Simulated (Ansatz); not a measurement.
TiAl:
```yaml
crystal:
  lattice:
    - [3.12435, 0.00000, 0.00000]
    - [0.00000, 3.12435, 0.00000]
    - [0.00000, 0.00000, 3.12435]
  atoms:
    - { symbol: Ti, position: [0.00000, 0.00000, 0.00000] }
    - { symbol: Al, position: [0.50000, 0.50000, 0.50000] }
```

Relaxed with LDA. Special points in fractions of this cell's reciprocal vectors: Γ (0.000, 0.000, 0.000); X (0.000, 0.500, 0.000); M (0.500, 0.500, 0.000); R (0.500, 0.500, 0.500).

Problem. List the band energies nearest the Fermi level at these points for plane-wave PAW LDA (Ansatz code).

Solution. In eV from the Fermi level; about four levels below and three above (degenerate sets whole), none deeper than 8.9 eV; points with the same levels are listed once.

```json
[
 {"k": "Γ", "below": "-1.54 -1.54", "above": "1.88 1.88 1.88"},
 {"k": "X", "below": "-6.03 -5.26 -0.59", "above": "0.13 0.13 2.10"},
 {"k": "M", "below": "-5.15 -2.02 -2.02 -1.50", "above": "0.70 0.70 2.95"},
 {"k": "R", "below": "-3.23 -3.23 -3.23", "above": "0.88 3.02 3.02"}
]
```

Space group Pm-3m (CsCl type). The first step of the workflow began from a Materials Project structure, measured or hypothetical; the Crystallography Open Database copy checked does not list it. It is not the phase usual at ambient conditions (space group No. 123). The LDA relaxation kept the symmetry of its start. At this level the phase is mechanically unstable. The run is not spin-polarised.

Potentials: the earlier of the program's two PAW sets. The files were generated under PBE; for other functionals the program regenerates the frozen cores, and for LDA and PBEsol the local potential too.
